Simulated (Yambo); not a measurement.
G0W0@PBEsol for Na₃Sb (space group P6_3/mmc, No. 194) in Yambo. Reference settings: 3×3×1 Γ-centred k mesh, bands 7 to 252 and a 6 Ry block in the screening, 252 bands in G with the Bruneval-Gonze terminator, plasmon pole fitted at 27.2 eV. The PBEsol gap Γ → Γ on this mesh is 0.41 eV; G0W0 gaps are taken between the same points.

Gap (Γ → Γ) in eV against the number of bands and the screening block, terminator on:

| bands (W and G) | 2 Ry | 3 Ry | 4 Ry | 5 Ry | 6 Ry |
|---|---|---|---|---|---|
| 73 | 0.963 | 1.034 | 1.060 | 1.070 | 1.073 |
| 104 | 0.938 | 1.030 | 1.071 | 1.089 | 1.094 |
| 146 | 0.935 | 1.049 | 1.104 | 1.130 | 1.137 |
| 199 | 0.927 | 1.047 | 1.107 | 1.139 | 1.147 |
| 252 | 0.920 | 1.042 | 1.106 | 1.140 | 1.150 |

Rough cost of the Yambo step against the reference (shared machines):

```tsv
bands (W and G)	2 Ry	3 Ry	4 Ry	5 Ry	6 Ry
73	1/5	1/5	1/4	1/4	1/4
104	1/3	1/3	1/3	1/3	1/2
146	1/2	1/2	1/2	~1	~1
199	~1	~1	~1	~1	~1
252	~1	~1	~1	~1	1
```

At the largest block the last step in bands moves the gap by 0.003 eV; at the most bands the last step in the block moves it by 0.010 eV.

Spin-orbit coupling is left out, which matters for elements this heavy: edges can move by tenths of an eV.

The standard potential for Sb keeps a d shell in the valence without the s and p states of that shell. In tests on such compounds this moved G0W0 gaps by up to about 0.9 eV, so absolute quasiparticle energies here are unreliable; differences between settings are what counts.

Geometry of the Materials Project entry, not relaxed at this level; primitive cell a = b = 5.3207 Å, c = 9.4701 Å, α = β = 90.00°, γ = 120.00°.
